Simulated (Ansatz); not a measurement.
A geometry of TaRu away from equilibrium: step 2 of the relaxation of a relaxed TaRu cell, doubled along one cell vector, shaken by Gaussian noise of σ = 0.08 Å a coordinate. Calculation: PBEsol (plane waves to 420 eV, PAW, scalar-relativistic; Ansatz, a quantum-chemistry and plane-wave program). Γ-centred k-mesh 10×7×13 on the run's cell (coarser than for final values), Fermi–Dirac smearing 0.05 eV.

```xyz
4
Lattice="-1.4944 2.2271 2.5168 2.8923 -4.4592 4.9804 1.4874 2.2249 -2.5191" Properties=species:S:1:pos:R:3 pbc="T T T"
Ru     0.0645     2.2450     0.0284
Ru     1.4109     0.0304     2.5892
Ta     1.4339     0.0207     0.0807
Ta     2.9983    -2.2236     2.5727
```

Task: Which atoms carry the largest force, and which way does it point?

Result: 1.30 eV/Å, on Ta3 (atoms numbered as listed); on Ta3 its components are (1.29, 0.04, 0.04).

Task: What is the pressure?

Result: +2.6 GPa, compression positive.

Task: How much energy per atom can still be gained by relaxing?

Result: 0.57 eV/atom; the path ends in P4/mmm (No. 123).

No spin polarisation in the result.

Of the parent cell (Immm (No. 71)): it is a generated cell of TaRu: the first start was made by a random draw of sites in a space group, and the end was not matched to a known phase here, so it may be hypothetical.

The first start was generated by a random draw of sites in a space group. A measured structure of TaRu has the same space group, P4/mmm (No. 123); the sites were not compared with it.
